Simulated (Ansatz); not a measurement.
GePt in space group Pnma (No. 62; Pt on 4c, Ge on 4c) at seven volumes, plane-wave PAW r²SCAN (Ansatz code), shape and atoms relaxed at each. One row is withheld.

```tsv
V (Å³/atom)	P (GPa)
14.931	19.56
15.423	11.80
15.915	5.32
16.408	0.00
16.900	-4.30
17.392	-7.77
17.884	?
```

Q: Fit the shown pressures and predict the withheld one.

A: P = (3/2)B₀(x^(7/2) − x^(5/2))[1 + (3/4)(B′ − 4)(x − 1)] with x = (V₀/V)^(2/3). Least squares on the six rows gives V₀ = 16.412 Å³/atom, B₀ = 158 GPa, B′ = 5.67. At V = 17.884, x = 0.9443 and P = -10.63 GPa. The run itself gave -10.57 GPa.

The cell was relaxed with r²SCAN under the symmetry of its start. The run is not spin-polarised. Spin–orbit coupling is left out wherever it is not named.

Potentials: the later of the program's two PAW sets.
